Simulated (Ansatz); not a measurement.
HfC (rock salt, space group No. 225) under volume change, LDA (plane waves, PAW; program Ansatz), scaled uniformly.

| V (Å³/atom) | E − E(relaxed) (meV/atom) | P (GPa) |
|---|---|---|
| 10.874 | … | … |
| 11.232 | 38.8 | 18.28 |
| 11.591 | 9.2 | 8.45 |
| 11.949 | 0.0 | 0.00 |
| 12.308 | 8.3 | -7.28 |
| 12.666 | 31.8 | -13.56 |
| 13.025 | … | … |

Q: Fill in the missing entries.

A: 
- 13.025, E − E(relaxed) (meV/atom): 68.4
- 13.025, P (GPa): -18.96
- 10.874, E − E(relaxed) (meV/atom): 92.2
- 10.874, P (GPa): 29.71

Q: What does a third-order Birch–Murnaghan fit give for V₀, B₀ and B′?

A: V₀ = 11.95 Å³/atom, B₀ = 261 GPa, B′ = 4.0.

Space group Fm-3m (rock salt). The cell was relaxed with LDA under the symmetry of its start; of distortions, only those at the zone centre were tested. The run is not spin-polarised. Spin–orbit coupling is left out wherever it is not named.

Potentials: the later of the program's two PAW sets.
